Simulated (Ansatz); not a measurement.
Space group P6_3/mmc (No. 194). a = 2.257 Å, b = 2.257 Å, c = 3.553 Å, α = 90.00°, β = 90.00°, γ = 120.00°
| atom | site | symmetry | x | y | z |
| --- | --- | --- | --- | --- | --- |
| Be | 2c | -6m2 | 0.3333 | 0.6667 | 0.2500 |

Equation of state of this Be structure (not necessarily the ground state), with shape and atoms relaxed at each volume where symmetry leaves them free. It has no gap at any of these volumes. The calculation used Ansatz 0.2.0, DFT PBEsol, scalar-relativistic, plane waves, PAW.

Cutoff 420 eV; k points 24×24×12 on the computed 2-atom cell (Γ-centred); Gaussian smearing, width 0.10 eV; no spin polarisation.

```csv
V (Å³/atom),E − E(largest V) (meV/atom),P (GPa)
6.898,25.82,19.51
7.133,1.62,13.62
7.368,-14.50,8.47
7.604,-23.54,3.95
7.839,-26.37,-0.01
8.074,-23.75,-3.49
8.309,-16.34,-6.55
8.623,0.00,-10.06
```

Q: Fit a third-order Birch–Murnaghan equation to E(V).

A: V0 = 7.84 Å³/atom, B0 = 124 GPa, B0' = 3.3.